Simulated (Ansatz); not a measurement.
Al:
```xyz
1
Lattice="0.0000 1.9916 1.9916 1.9916 0.0000 1.9916 1.9916 1.9916 0.0000" Properties=species:S:1:pos:R:3 pbc="T T T"
Al     0.0000     0.0000     0.0000
```

Relaxed with LDA. Special points in fractions of this cell's reciprocal vectors: Γ (0.000, 0.000, 0.000); X (0.500, 0.000, 0.500); U (0.625, 0.250, 0.625); K (0.375, 0.375, 0.750); L (0.500, 0.500, 0.500); W (0.500, 0.250, 0.750).

Task: List the band energies nearest the Fermi level at these points for plane-wave PAW LDA (Ansatz code).

Result: In eV from the Fermi level; about four levels below and three above (degenerate sets whole), none deeper than 8.9 eV; … stands for higher levels left out; points with the same levels are listed once.

| k | below | above |
|---|---|---|
| Γ | – | … |
| X | -2.98 -1.62 | 5.28 … |
| U | -1.93 -1.40 -0.36 | … |
| L | -4.70 -4.45 | … |
| W | -0.87 -0.87 | 0.14 … |

Space group Fm-3m (fcc (Cu type)). Symmetry was held in the LDA relaxation.

Potentials: the earlier of the program's two PAW sets. The files were generated under PBE; for other functionals the program regenerates the frozen cores, and for LDA and PBEsol the local potential too.
